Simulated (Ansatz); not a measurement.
Nb₃Ir:
```xyz
8
Lattice="5.1130 0.0000 0.0000 0.0000 5.1130 0.0000 0.0000 0.0000 5.1130" Properties=species:S:1:pos:R:3 pbc="T T T"
Nb     2.5565     1.2783     0.0000
Nb     2.5565     3.8348     0.0000
Nb     1.2783     0.0000     2.5565
Nb     3.8348     0.0000     2.5565
Nb     0.0000     2.5565     1.2783
Nb     0.0000     2.5565     3.8348
Ir     2.5565     2.5565     2.5565
Ir     0.0000     0.0000     0.0000
```

Relaxed with PBEsol. Special points in fractions of this cell's reciprocal vectors: Γ (0.000, 0.000, 0.000); X (0.000, 0.500, 0.000); M (0.500, 0.500, 0.000); R (0.500, 0.500, 0.500).

**Question.** List the band energies nearest the Fermi level at these points for PBEsol (plane waves, PAW; program Ansatz).

**Answer.** In eV from the Fermi level; about four levels below and three above (degenerate sets whole), none deeper than 8.9 eV; points with the same levels are listed once.

| k | below | above |
|---|---|---|
| Γ | -1.37 -1.37 -0.87 -0.87 -0.87 | 0.67 0.67 0.98 0.98 0.98 |
| X | -0.47 -0.47 -0.27 -0.27 | 0.16 0.16 0.37 0.37 |
| M | -0.13 -0.13 -0.12 -0.12 | 0.86 1.20 1.43 1.43 |
| R | -0.67 -0.67 -0.67 -0.67 -0.67 -0.67 | 1.31 1.31 1.31 1.31 1.31 1.31 |

Space group Pm-3n (A15 (Cr3Si type)). The workflow started from a Materials Project entry (that database holds measured and hypothetical structures alike); the Crystallography Open Database files this formula in space group No. 223, but the cells were not matched. Whether it is the stable phase at ambient conditions was not checked. The PBEsol relaxation kept the symmetry of its start; of distortions, only those at the zone centre were tested. The run is not spin-polarised. Spin–orbit coupling is left out wherever it is not named.

Potentials: the later of the program's two PAW sets.
